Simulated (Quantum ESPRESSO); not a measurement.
Inputs of pw.x and gipaw.x (a modified build of Quantum ESPRESSO, PBE) for CaS; the starting potential comes from an earlier run on another mesh:

```
&CONTROL
  calculation = 'scf'
  prefix = 'x'
  pseudo_dir = './pseudo'
  outdir = './out'
  tprnfor = .true.
/
&SYSTEM
  ibrav = 0
  nat = 2
  ntyp = 2
  ecutwfc = 40
  ecutrho = 160
  occupations = 'fixed'
  nbnd = 8
/
&ELECTRONS
  conv_thr = 1e-11
  startingpot = 'file'
/
ATOMIC_SPECIES
Ca 40.078 Ca.GGA_PBE-JTH.UPF
S 32.060 S.GGA_PBE-JTH.UPF
CELL_PARAMETERS angstrom
    0.000000000000     2.852375000000     2.852375000000
    2.852375000000     0.000000000000     2.852375000000
    2.852375000000     2.852375000000     0.000000000000
ATOMIC_POSITIONS crystal
Ca     0.000000000000     0.000000000000     0.000000000000
S      0.500000000000     0.500000000000     0.500000000000
K_POINTS automatic
6 6 6 1 1 1
```

```
&INPUTGIPAW
  job = 'nmr'
  prefix = 'x'
  tmp_dir = './out/'
  restart_mode = 'from_scratch'
  pawproj(1) = .true.
  pawproj(2) = .true.
  use_nmr_macroscopic_shape = .false.
/
```

The cell comes from the Materials Project (a computed structure). It is CaS in Fm-3m; whether this form has been observed was not checked. Stability against distortions was not tested.

**Question.** What does gipaw.x print for the total shieldings?

**Answer.** 
```
     f-sum rule (should be   -16.1959):
           -16.1952          0.0000          0.0000
             0.0000        -16.1952          0.0000
             0.0000          0.0000        -16.1952

     Total NMR chemical shifts in ppm: ---------------------------------------
     (adopting the Simpson convention for anisotropy and asymmetry)-----------

     Atom  1  Ca  pos: (  0.000000  0.000000  0.000000)  Total sigma:         969.69
           969.6939          0.0000          0.0000
             0.0000        969.6939          0.0000
             0.0000          0.0000        969.6939

     Ca      1    anisotropy:      0.00    eta:    0.0000
     Ca      1    sigma_11=    969.69
     Ca      1    sigma_22=    969.69
     Ca      1    sigma_33=    969.69

     Atom  2  S   pos: (  0.707107  0.707107  0.707107)  Total sigma:         353.71
           353.7131         -0.0000         -0.0000
            -0.0000        353.7131         -0.0000
            -0.0000         -0.0000        353.7131

     S       2    anisotropy:     -0.00    eta:    0.0000
     S       2    sigma_11=    353.71
     S       2    sigma_22=    353.71
     S       2    sigma_33=    353.71
```
The printed anisotropy is 3/2 (σ_33 − σ_iso) in the program's own order; the axes are left out here. All sites are cubic, so the anisotropy vanishes by symmetry. Shieldings are absolute and leave out the bulk-susceptibility term; a larger σ means a smaller chemical shift. By our sweeps, such settings leave a few ppm in absolute σ. No d partial waves on S: the paramagnetic term there is incompletely reconstructed. PBE places the empty d or f states of Ca too low, which is known to distort σ on and beside such ions.
